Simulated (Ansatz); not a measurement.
The following input was run with Ansatz 0.2.0.

```yaml
crystal:
  lattice:
    - [0.0, 2.0336895649, 2.0336895649]
    - [2.0336895649, 0.0, 2.0336895649]
    - [2.0336895649, 2.0336895649, 0.0]
  atoms:
    - { symbol: Pt, position: [0.0, 0.0, 0.0] }
basis:
  ecutwfc: 500
kpoints:
  mp_grid: { grid: [18, 18, 18] }
hamiltonian:
  xc: r2scan
scf:
  occupations: { method: gaussian, width: 0.1 }
output:
  forces: true
  stress: true
  eigenvalues: true
```

Command:
```bash
ansatz run input.yaml --threads 1 --pin off --max-ram 2560MiB --backend cpu --events-out ev --progress --plain --runs-dir out
```

Theory: DFT r2SCAN, scalar-relativistic, plane waves, PAW in Ansatz 0.2.0.

From the run's log, abridged (final results; tables in files aren't shown):

```
SCF 1 converged in 6 iterations: F = -12536.682911 eV  dr2 = 8.81e-8
SCF converged after 6 iterations
Free energy (F): -12536.682911 eV
Harris-Foulkes:  -12536.682911 eV  (|F-HF|=2.06e-8)
Internal energy: -12536.671196 eV  (E = F + TS)
E sigma→0 (E₀):  -12536.677054 eV
Entropy (-TS):   -0.011715 eV (-11.715 meV/atom)
Fermi energy:    19.930159 eV
--- Per-component energies (eV) ---
  E_band       = -195.485141
  E_kinetic    = 634.812403
  E_local      = -1609.866908  (includes V_loc(G=0)·N_el)
  E_nonlocal   = 202.250198
  E_hartree    = 594.363302
  E_xc         = -248.785845
  E_vxc        = -335.590479  (∫ρ·V_xc dr)
  E_paw        = -9479.681146  (= ΣΔE_a)
  E_vpaw       = -297.317576  (= ΣTr[D̂ρ^β])
  E_aug_tail   = 0.000134  (compensation charges beyond the density's cutoff)
  E_vtau       = 21.488036  (kinetic-family band-sum trace: ∫τ·v_τ [+ j·A + Jᵃ·Aᵃ] dr)
  E_ewald      = -2629.531840
  E_core_change = -0.231494  (= ΣΔE_core)
  E_smearing   = -0.011715  (= −TS)
--- Forces (eV/Å), atoms counted from 1 ---
  atom   1  Pt     0.00000000     0.00000000     0.00000000
--- Stress (GPa, compression-positive) ---
      -19.850846       0.000000       0.000000
        0.000000     -19.850846       0.000000
        0.000000       0.000000     -19.850846
  P = ⅓ Tr σ = -19.8508 GPa (-198.508 kbar)
--- Band table (eV; the first three rows and the last of 195) ---
  k-point 0: bands = ["-80.2246", "-33.6634", "-33.6634", "-33.6634", "10.6640", "16.6493", "16.6493", "16.6493", "18.4453", "18.4453", "35.5146", "40.0492", "40.0492"]
  k-point 1: bands = ["-80.2239", "-33.6738", "-33.6649", "-33.6649", "10.7811", "16.6027", "16.6935", "16.6935", "18.4230", "18.4230", "35.6769", "39.3945", "40.2089"]
  k-point 2: bands = ["-80.2220", "-33.7035", "-33.6693", "-33.6693", "11.1226", "16.4832", "16.8087", "16.8087", "18.3772", "18.3772", "36.1009", "37.9831", "40.6689"]
  k-point 194: bands = ["-80.1955", "-33.9052", "-33.8718", "-33.7940", "15.0078", "15.6205", "16.4180", "18.2608", "20.3515", "26.7401", "27.3862", "28.7737", "31.7107"]
```

The calculation finished and met its thresholds.

The run took 5.2 s on 1 thread of Intel(R) Xeon(R) Platinum 8259CL CPU @ 2.50GHz (Skylake/Cascade Lake) (shared host), peak memory 0.44 GiB.

Spin–orbit coupling is left out, which can shift energies with elements as heavy as these.